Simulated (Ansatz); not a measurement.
Total density of states per atom from plane-wave PAW r²SCAN+D4 (Ansatz code), in 0.25 eV bins, energy from the valence-band maximum:

```
E (eV) | states/eV/atom
    -7.85 |  0.00
    -7.60 |  0.00
    -7.35 |  0.00
    -7.10 | # 0.24
    -6.85 | ########################## 6.58
    -6.60 | ############################## 7.61
    -6.35 | ###################### 5.57
    -6.10 |  0.00
    -5.85 |  0.00
    -5.60 |  0.00
    -5.35 |  0.00
    -5.10 | ## 0.52
    -4.85 | ### 0.88
    -4.60 | ## 0.59
    -4.35 | ## 0.54
    -4.10 | # 0.29
    -3.85 | # 0.30
    -3.60 | ## 0.39
    -3.35 | ## 0.42
    -3.10 | ## 0.48
    -2.85 | ## 0.54
    -2.60 | ## 0.62
    -2.35 | ### 0.71
    -2.10 | ### 0.70
    -1.85 | ### 0.73
    -1.60 | ## 0.62
    -1.35 | ### 0.88
    -1.10 | #### 1.05
    -0.85 | #### 0.92
    -0.60 | ## 0.56
    -0.35 | # 0.23
    -0.10 |  0.04
     0.15 |  0.00
     0.40 |  0.00
     0.65 |  0.00
     0.90 |  0.00
     1.15 |  0.00
     1.40 |  0.00
     1.65 |  0.00
     1.90 |  0.00
     2.15 |  0.00
     2.40 |  0.03
     2.65 |  0.08
     2.90 |  0.13
     3.15 | # 0.31
     3.40 | ## 0.62
     3.65 | ## 0.60
     3.90 | ## 0.56
     4.15 | ## 0.45
     4.40 | ## 0.46
     4.65 | ## 0.41
     4.90 | # 0.31
     5.15 | ## 0.45
     5.40 | ### 0.64
     5.65 | ### 0.66
     5.90 | ### 0.78
     6.15 | ### 0.71
     6.40 | ## 0.48
     6.65 | ## 0.57
     6.90 | ### 0.72
```

Problem. Pick the material that matches.
A) BAs, Pnma (B on 4c, As on 4c)
B) Bi2Se3, R-3m (Bi on 6c, Se on 3a, Se on 6c)
C) PbS, Pnma (Pb on 4c, S on 4c)
D) ZnSe, Pnma (Zn on 4c, Se on 4c)

Solution. D, ZnSe, Pnma (Zn on 4c, Se on 4c). Top 1 eV of the valence band: Se 4p 93 %. Bottom 1 eV of the conduction band: Zn 4s 59 %, Se 4p 20 %, Se 4s 10 %, outside the projected shells 11 %. Projections are on Löwdin-orthogonalised atomic valence shells; empty p or d shells of many metals are not among them.

The start of the workflow was typed in or built on a structure type; neither database checked (COD, Materials Project) lists it. It is not the phase usual at ambient conditions (space group No. 216). The cell was relaxed with r²SCAN+D4 under the symmetry of its start; whether a distortion lowers the energy is not shown. Scalar-relativistic: spin–orbit coupling is off unless named, which matters more the heavier the elements.

Potentials: the earlier of the program's two PAW sets.
